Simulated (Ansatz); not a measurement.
SiSn:
```
SiSn
1.0
    3.86856     0.00000     0.00000
   -1.93428     3.35027     0.00000
    0.00000     0.00000     3.56452
Sn Si
1 1
Direct
  0.00000   0.00000   0.00000
  0.66667   0.33333   0.50000
```

Relaxed with PBE. Special points in fractions of this cell's reciprocal vectors: Γ (0.000, 0.000, 0.000); M (0.500, 0.000, 0.000); K (0.333, 0.333, 0.000); A (0.000, 0.000, 0.500); L (0.500, 0.000, 0.500); H (0.333, 0.333, 0.500).

Q: List the band energies nearest the Fermi level at these points for plane-wave PAW PBE (Ansatz code).

A: In eV from the Fermi level; about four levels below and three above (degenerate sets whole), none deeper than 8.9 eV; points with the same levels are listed once.

| k | below | above |
|---|---|---|
| Γ | -0.61 -0.38 | 0.16 0.16 3.56 3.56 |
| M | -7.37 -1.81 | 0.44 1.58 3.99 |
| K | -8.00 -7.90 -4.41 | 2.24 3.51 4.44 |
| A | -8.61 -8.54 | 2.08 2.08 3.64 3.64 |
| L | -6.43 -6.11 -4.03 -4.00 | 0.98 1.55 3.31 |
| H | -4.07 -4.02 -1.32 -1.31 | 7.39 8.85 9.02 |

Space group P-6m2. A made-up cell: these elements were put on the sites of a structure type; neither database checked (COD, Materials Project) lists it. Its standing as an ambient phase is unchecked. The cell keeps a stress of up to 0.3 GPa. The PBE relaxation kept the symmetry of its start; its stability against distortions is not shown here. Spin–orbit coupling is left out wherever it is not named.

Potentials: the earlier of the program's two PAW sets.
